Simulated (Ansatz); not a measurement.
This run works on a generated trial structure, not on a known crystal.

Input and command of a plane-wave DFT calculation in Ansatz:

```yaml
crystal:
  lattice:
    - [3.3579088457, 0.0, 0.0]
    - [0.0, 5.4318601287, 0.0]
    - [0.0, 0.0, 5.9176116126]
  atoms:
    - { symbol: Li, position: [0.0, 0.5083365248, 0.064008997] }
    - { symbol: Li, position: [0.5, 0.4916634752, 0.564008997] }
    - { symbol: Tm, position: [0.0, 0.9623644383, 0.7204639891] }
    - { symbol: Tm, position: [0.5, 0.0376355617, 0.2204639891] }
    - { symbol: H, position: [0.5, 0.1965233276, 0.7049044432] }
    - { symbol: H, position: [0.0, 0.1492627264, 0.4163935809] }
    - { symbol: H, position: [0.5, 0.8380906762, 0.5230774599] }
    - { symbol: H, position: [0.0, 0.8034766724, 0.2049044432] }
    - { symbol: H, position: [0.5, 0.8507372736, 0.9163935809] }
    - { symbol: H, position: [0.5, 0.4227464778, 0.2261690164] }
    - { symbol: H, position: [0.0, 0.5772535222, 0.7261690164] }
    - { symbol: H, position: [0.0, 0.1619093238, 0.0230774599] }
basis:
  ecutwfc: 690
kpoints:
  mp_grid: { grid: [8, 6, 6] }
hamiltonian:
  xc: pbe
  pseudopotentials:
    kind: paw
    azcp: { Tm: "pseudopotentials/pbe/nc/lanthanide_3plus/Tm.nc.azcp" }
scf:
  occupations: { method: gaussian, width: 0.02 }
output:
  forces: true
  stress: true
  eigenvalues: true
relax:
  adjacent_minimum: "off"
  f_tol: 0.01
  max_steps: 30
  cell: { stress_tol: 0.1, fix: [volume] }
```

```bash
ansatz run input.yaml --threads 1 --pin off --max-ram 2816MiB --backend cpu --events-out ev --progress --plain --runs-dir out
```

Processor: Intel(R) Xeon(R) Platinum 8559C (Emerald Rapids), 1 thread, on a host shared with other jobs.

Problem. Estimate time, memory and problem size.

Solution. About 110 s, peak memory 0.74 GiB. It solves 30 bands at 80 k points (after reduction by symmetry) with about 4477 plane waves, in 37 SCF iterations over 7 ionic steps.

With its 4f electrons in the core of a norm-conserving potential, the lanthanide is trivalent by construction, without f bands, f moments or other valences.
